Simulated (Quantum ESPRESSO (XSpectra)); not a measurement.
Quantum ESPRESSO (XSpectra) run for X-ray absorption at the Se K edge of GaSe (P6₃/mmc). Geometry: Materials Project entry mp-1943 (a computed structure). The cell is the entry's, not relaxed again. The ground-state test found a gap, so occupations are fixed and the excited electron is left out (charged cell on a uniform background); energies count from the highest occupied level. pw.x input:

```
&CONTROL
  calculation = 'scf'
  prefix = 'x'
  pseudo_dir = './pseudo'
  outdir = './out'
/
&SYSTEM
  ibrav = 0
  nat = 32
  ntyp = 3
  ecutwfc = 35
  tot_charge = 1
  occupations = 'fixed'
/
&ELECTRONS
  conv_thr = 3.2e-07
  mixing_beta = 0.4
/
ATOMIC_SPECIES
Seh 78.971 Se.lda-tm-gipaw-star1s.UPF
Ga 69.723 Ga.lda-tm-gipaw.UPF
Se 78.971 Se.lda-tm-gipaw.UPF
CELL_PARAMETERS angstrom
   7.545139604    0.000000000    0.000000000
  -3.772569802    6.534282572    0.000000000
   0.000000000    0.000000000   16.525610000
ATOMIC_POSITIONS crystal
Ga     0.166666665    0.333333335    0.176140000
Ga     0.166666665    0.833333335    0.176140000
Ga     0.666666665    0.333333335    0.176140000
Ga     0.666666665    0.833333335    0.176140000
Ga     0.333333335    0.166666665    0.823860000
Ga     0.333333335    0.666666665    0.823860000
Ga     0.833333335    0.166666665    0.823860000
Ga     0.833333335    0.666666665    0.823860000
Ga     0.333333335    0.166666665    0.676140000
Ga     0.333333335    0.666666665    0.676140000
Ga     0.833333335    0.166666665    0.676140000
Ga     0.833333335    0.666666665    0.676140000
Ga     0.166666665    0.333333335    0.323860000
Ga     0.166666665    0.833333335    0.323860000
Ga     0.666666665    0.333333335    0.323860000
Ga     0.666666665    0.833333335    0.323860000
Seh    0.166666665    0.333333335    0.606130000
Se     0.166666665    0.833333335    0.606130000
Se     0.666666665    0.333333335    0.606130000
Se     0.666666665    0.833333335    0.606130000
Se     0.333333335    0.166666665    0.393870000
Se     0.333333335    0.666666665    0.393870000
Se     0.833333335    0.166666665    0.393870000
Se     0.833333335    0.666666665    0.393870000
Se     0.333333335    0.166666665    0.106130000
Se     0.333333335    0.666666665    0.106130000
Se     0.833333335    0.166666665    0.106130000
Se     0.833333335    0.666666665    0.106130000
Se     0.166666665    0.333333335    0.893870000
Se     0.166666665    0.833333335    0.893870000
Se     0.666666665    0.333333335    0.893870000
Se     0.666666665    0.833333335    0.893870000
K_POINTS automatic
2 2 1 0 0 0
```

xspectra.x input:

```
&input_xspectra
  calculation = 'xanes_dipole'
  edge = 'K'
  prefix = 'x'
  outdir = './out'
  xonly_plot = .false.
  xiabs = 1
  xcoordcrys = .false.
  xepsilon(1) = 1.0
  xepsilon(2) = 0.0
  xepsilon(3) = 0.0
  xniter = 1500
  xcheck_conv = 50
  xerror = 0.002
  x_save_file = 'x0.sav'
/
&plot
  xnepoint = 451
  xemin = -5.0
  xemax = 40.0
  xgamma = 1.5
  terminator = .true.
  cut_occ_states = .true.
/
&pseudos
  filecore = 'core.wfc'
/
&cut_occ
  cut_desmooth = 0.1
  cut_stepl = 0.01
  cut_ierror = 1e-6
/
3 3 1 1 1 1
```

End of the pw.x output:

```
     1.9605   1.9605   1.9867   2.0050   2.0050   2.2446   2.2921   2.2921
     2.4036   2.4036   2.4123   2.9826   2.9826   3.1002   3.1002   3.7931

          k = 0.0000-0.5774 0.0000 ( 19190 PWs)   bands (ev):

   -13.3155 -10.0716  -9.8283  -9.8215  -9.7177  -9.4555  -9.2332  -9.2016
    -9.1251  -9.1174  -8.9952  -8.9943  -8.5083  -8.4997  -8.4202  -8.4189
    -4.1879  -3.9097  -3.5859  -3.2510  -2.8976  -2.7302  -2.7271  -2.6832
    -2.2736  -2.2630  -2.1591  -1.7043  -1.6664  -1.6521  -1.1748  -1.0221
    -0.9980  -0.4848  -0.4804  -0.3319  -0.1936  -0.1573  -0.1033  -0.0828
     0.2983   0.3646   0.3933   0.4158   0.4497   0.6757   0.6823   0.7386
     0.7388   0.8368   1.0253   1.0313   1.1519   1.3478   1.6006   1.6216
     1.6303   1.6826   1.7852   1.8091   2.1036   2.1269   2.2798   2.2877
     2.4294   2.4531   2.4558   2.6211   2.7851   2.7910   3.4981   3.5108

     highest occupied level (ev):     3.7931

!    total energy              =   -1126.38039752 Ry
     estimated scf accuracy    <       0.00000004 Ry

     The total energy is the sum of the following terms:
     one-electron contribution =      12.79905090 Ry
     hartree contribution      =      53.25517753 Ry
     xc contribution           =    -852.38725324 Ry
     ewald contribution        =    -340.04737271 Ry

     convergence has been achieved in  14 iterations

     XML data file, charge density, pseudopotentials, collected wavefunctions
```

xspectra.x output, shortened:

```
... Begin STEP 1 ...

        Radial transition matrix element(s) used in the calculation of the
        initial vector of the Lanczos basis (|tilde{phi}_abs> normalized)
        | For PAW proj. (l=1) #1: radial matrix element =   0.003687209
        | For PAW proj. (l=1) #2: radial matrix element =   0.004737717

NB: the     3 k-point are not all listed below because npool=  4
        |-------------------------------------------------------------
        ! k-point #     1:  ( 0.1667,  0.2887,  0.2283),  0.2222,   1
        |-------------------------------------------------------------
 okvan= F
        |   Norm of the initial Lanczos vector: 0.28522784E-02
        !   => CONVERGED at iter    200 with error=  0.00110559
        |-------------------------------------------------------------
        ! k-point #     2:  ( 0.1667,  0.6736,  0.2283),  0.2222,   1
        |-------------------------------------------------------------
 okvan= F
        |   Norm of the initial Lanczos vector: 0.28522812E-02
        !   => CONVERGED at iter    200 with error=  0.00155067
        |-------------------------------------------------------------
        ! k-point #     3:  ( 0.1667,  1.0585,  0.2283),  0.2222,   1
        |-------------------------------------------------------------
 okvan= F
        |   Norm of the initial Lanczos vector: 0.28522735E-02
        !   => CONVERGED at iter    200 with error=  0.00192237

     Results of STEP 1 successfully written in x_save_file
     x_save_
        ...
... Begin STEP 2 ...

     The spectrum is calculated using the following parameters:
        energy-zero of the spectrum [eV]:    3.7931
        the occupied states are elimintate from the spectrum
        xemin [eV]:  -5.00
        xemax [eV]:  40.00
        xnepoint:  451
        constant broadening parameter [eV]:    1.500
        Core level energy [eV]: -0.1266E+05
         (from electron binding energy of neutral atoms in X-ray data booklet)

     Cross-section successfully written in xanes.dat

     ... End STEP 2 ...

     xanes        :      5.90s CPU      6.06s WALL (       1 calls)

     -------------------------------------------------------------------------
                                END JOB XSpectra
     -------------------------------------------------------------------------
```

xanes.dat for the field along x, every fifth line (energy in eV, cross section):

```
   -5.000   6.8100e-05
   -4.500   7.6300e-05
   -4.000   8.6340e-05
   -3.500   9.8850e-05
   -3.000   1.1480e-04
   -2.500   1.3550e-04
   -2.000   1.6320e-04
   -1.500   2.0120e-04
   -1.000   2.5460e-04
   -0.500   3.3040e-04
    0.000   4.3440e-04
    0.500   5.6190e-04
    1.000   6.8110e-04
    1.500   7.4950e-04
    2.000   7.6000e-04
    2.500   7.4430e-04
    3.000   7.3760e-04
    3.500   7.4070e-04
    4.000   7.2940e-04
    4.500   7.0070e-04
    5.000   6.7730e-04
    5.500   6.7440e-04
    6.000   6.8930e-04
    6.500   7.0820e-04
    7.000   7.2070e-04
    7.500   7.3220e-04
    8.000   7.4560e-04
    8.500   7.4740e-04
    9.000   7.2510e-04
    9.500   6.8220e-04
   10.000   6.3460e-04
   10.500   5.9620e-04
   11.000   5.6860e-04
   11.500   5.4650e-04
   12.000   5.2830e-04
   12.500   5.1810e-04
   13.000   5.2060e-04
   13.500   5.3590e-04
   14.000   5.5840e-04
   14.500   5.7550e-04
   15.000   5.7480e-04
   15.500   5.5600e-04
   16.000   5.3170e-04
   16.500   5.1470e-04
   17.000   5.1080e-04
   17.500   5.2060e-04
   18.000   5.4110e-04
   18.500   5.6690e-04
   19.000   5.9420e-04
   19.500   6.2140e-04
   20.000   6.4180e-04
   20.500   6.4330e-04
   21.000   6.2210e-04
   21.500   5.9020e-04
   22.000   5.6070e-04
   22.500   5.3860e-04
   23.000   5.2480e-04
   23.500   5.1950e-04
   24.000   5.2370e-04
   24.500   5.3610e-04
   25.000   5.5330e-04
   25.500   5.7080e-04
   26.000   5.8410e-04
   26.500   5.9030e-04
   27.000   5.8770e-04
   27.500   5.7680e-04
   28.000   5.6070e-04
   28.500   5.4430e-04
   29.000   5.3040e-04
   29.500   5.1960e-04
   30.000   5.1140e-04
   30.500   5.0590e-04
   31.000   5.0390e-04
   31.500   5.0470e-04
   32.000   5.0680e-04
   32.500   5.0940e-04
   33.000   5.1190e-04
   33.500   5.1180e-04
   34.000   5.0710e-04
   34.500   4.9860e-04
   35.000   4.8920e-04
   35.500   4.8110e-04
   36.000   4.7460e-04
   36.500   4.6880e-04
   37.000   4.6240e-04
   37.500   4.5480e-04
   38.000   4.4760e-04
   38.500   4.4340e-04
   39.000   4.4500e-04
   39.500   4.5340e-04
   40.000   4.6790e-04
```
